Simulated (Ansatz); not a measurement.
Starting cell, BN (wurtzite):

```
BN
1.0
    2.55453     0.00000     0.00000
   -1.27726     2.21229     0.00000
    0.00000     0.00000     4.22457
B N
2 2
Cartesian
  1.27726   0.73743   4.22419
  0.00000   1.47486   2.11191
  1.27726   0.73743   2.64158
  0.00000   1.47486   0.52929
```

In each cell atom 1 (B, nearest neighbour N at 1.567 Å; its periodic images, 2.6 Å or more away, move with it) moves by s·(0.577, 0.577, 0.577) (along Cartesian [111]), the rest being held.

Level of theory: PBE (plane waves to 420 eV, PAW, scalar-relativistic; Ansatz, a first-principles code). k mesh 12×12×6 (Γ-centred), Fermi-Dirac smearing 0.05 eV. E stands for the smeared free energy. Left out: 1 of 11 points, with atoms too close for the PAW data. BN was relaxed with its symmetry unable to fall. ΔE is measured from the undisplaced structure.

```json
[
 {"s (Å)": "-0.470", "ΔE (meV/cell)": "2142"},
 {"s (Å)": "-0.376", "ΔE (meV/cell)": "withheld"},
 {"s (Å)": "-0.282", "ΔE (meV/cell)": "886"},
 {"s (Å)": "-0.188", "ΔE (meV/cell)": "423"},
 {"s (Å)": "-0.094", "ΔE (meV/cell)": "114"},
 {"s (Å)": "0.000", "ΔE (meV/cell)": "0"},
 {"s (Å)": "0.094", "ΔE (meV/cell)": "131"},
 {"s (Å)": "0.188", "ΔE (meV/cell)": "566"},
 {"s (Å)": "0.282", "ΔE (meV/cell)": "1375"},
 {"s (Å)": "0.376", "ΔE (meV/cell)": "2655"}
]
```

Problem. Fit a polynomial form (powers 2, 3, 4) to the given rows and predict ΔE at s = -0.376.

Solution. Least squares on the 9 given rows: ΔE = (13830)·s² + (11180)·s³ + (5101)·s⁴, in meV/cell with s in Å; root-mean-square residual 3.6 meV/cell. At -0.376 the fit gives 1463 meV/cell; the calculation gives 1468 meV/cell, so the interpolation is off by -5 (-0.3 %). The quadratic term alone would give 1955 meV/cell.

(A displaced cell: forces are minus the slopes of the energy, force constants its curvatures, and phonons follow from these.)
